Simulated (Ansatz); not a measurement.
# Fields on a plane of CdSe (zinc blende)

```
CELL_PARAMETERS angstrom
      0.00000     3.04101     3.04101
      3.04101     0.00000     3.04101
      3.04101     3.04101     0.00000
ATOMIC_POSITIONS crystal
  Se 0.75000 0.75000 0.75000
  Cd 0.00000 0.00000 0.00000
```

The slice is a {111} plane (indices of the conventional cell) through the point (0.750, 0.750, 0.750) (fractional), spanned by u = [100] and v = [-1 2 0] in vectors of this cell: u (4.30 Å) and v (7.45 Å, at 90° to u). It covers one period; positions are fractions (u, v).

Atoms on it: Se at (0.00, 0.00); Se at (0.50, 0.50). Other atoms lie within 1 Å of the plane.

These are PBEsol (plane waves to 420 eV, PAW, scalar-relativistic; Ansatz, a program for electronic structure) values and carry that method's errors. k mesh 9×9×9. Inside the PAW spheres the values are not all-electron values, and peaks at nuclei hang on which shells count as valence. CdSe was relaxed with its symmetry unable to fall. The PAW data are Ansatz's earlier set.

```
|@%+=-::...::-=+%|
|*++=-:.. ..:-=++|
|===-::.   .::-==|
|==--:.     .:--=|
|---:..     ..:--|
|--::..     ..::-|
|---:.........:--|
|==-:::.....:::-=|
|+==-:::::::::-==|
|==-------------=|
|==----=====----=|
|-----=++*++=----|
|:::-==+%@%+==-::|
|.::-==*@@@*==-::|
|..::-=+%@%+=-::.|
| ..:-=++*++=-:..|
|  .::-=====-::. |
|   .:--===--:.  |
|   ..:-----:..  |
|   ..::---::..  |
|.....:-----:....|
|...:::-===-:::..|
|:::::-==+==-::::|
|-------===------|
|===----===----==|
|*++=---------=++|
|@%+==-:::::-==+%|
|@@*==-::.::-==*@|
```
Scale: ten equal steps from -1.79 (start of ' ') to 1.81 (end of '@'), in the order ' .:-=+*#%@'. Values: log₁₀ of the valence density in e/Å³. The map has 16 points along u (one character each, u = 0 at the left) and 28 along v (v = 0 in the bottom row). The scale is logarithmic, as a density can span decades between atoms and voids.

```
v \ u  0.00  0.12  0.25  0.38  0.50  0.62  0.75  0.88
-----  ----  ----  ----  ----  ----  ----  ----  ----
0.96      x  0.64  0.74  0.30  0.09  0.30  0.74  0.64
0.86   0.77  0.71  0.45  0.08  0.01  0.08  0.45  0.71
0.75   0.20  0.16  0.12  0.10  0.12  0.09  0.12  0.16
0.64   0.31  0.22  0.28  0.72  0.74  0.72  0.28  0.22
0.54   0.15  0.22  0.75  0.68     x  0.67  0.76  0.22
0.43   0.05  0.25  0.69  0.75  0.59  0.75  0.69  0.25
0.32   0.01  0.04  0.23  0.43  0.48  0.43  0.23  0.04
0.21   0.36  0.25  0.15  0.21  0.28  0.21  0.15  0.25
0.11   0.75  0.79  0.48  0.18  0.26  0.18  0.48  0.79
0.00      x  0.58  0.76  0.28  0.12  0.28  0.76  0.58
```

Values: electron localisation function (ELF). Points within 0.5 Å of a nucleus are blanked (x), as the pseudised field means little there.
